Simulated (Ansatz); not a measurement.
The start is a generated cell, MnSi built in the WC structure type. The cell and all atomic positions are relaxed at zero pressure with r2SCAN (plane waves to 500 eV, PAW, scalar-relativistic; Ansatz, a program for electronic structure). The first steps use a coarse 8×8×7 k-mesh.

Input geometry:
```
CELL_PARAMETERS angstrom
      3.23298     0.00000     0.00000
     -1.61649     2.79984     0.00000
      0.00000     0.00000     3.15522
ATOMIC_POSITIONS crystal
  Mn 0.00000 0.00000 0.00000
  Si 0.66667 0.33333 0.50000
```
Spin-polarised start, with parallel moments on Mn.

- Energy released = 0.23 eV/atom
- Shortest distances (start → end) = The closest pairs of elements (up to four, under 3.6 Å), start → end: Mn–Si 2.44 → 2.47 Å; Mn–Mn 3.16 → 2.75 Å; Si–Si 3.16 → 2.75 Å
- Band gap at the end = no gap (metallic)
- Moments at the end = net 1.28 μB/atom, ferromagnetic
- Optimiser moves = 20

Final values are on a 19×19×12 k-mesh of the relaxed cell. Spin state reached: ferromagnetic (net 1.28 μB/atom), from parallel starting moments; other spin orders were not run from this start. r2SCAN tends to overstate moments in metals.

The run could not lose the symmetry of its start: the end is stationary, and may be a saddle point rather than a minimum.

All atoms sit on sites fixed by symmetry, so only the cell could relax.

The relaxed structure here is a generated cell of MnSi: the first start was made by placing the elements on the sites of a structure type, and the end was not matched to a known phase here, so it may be hypothetical. Known forms of MnSi include space group No. 198.
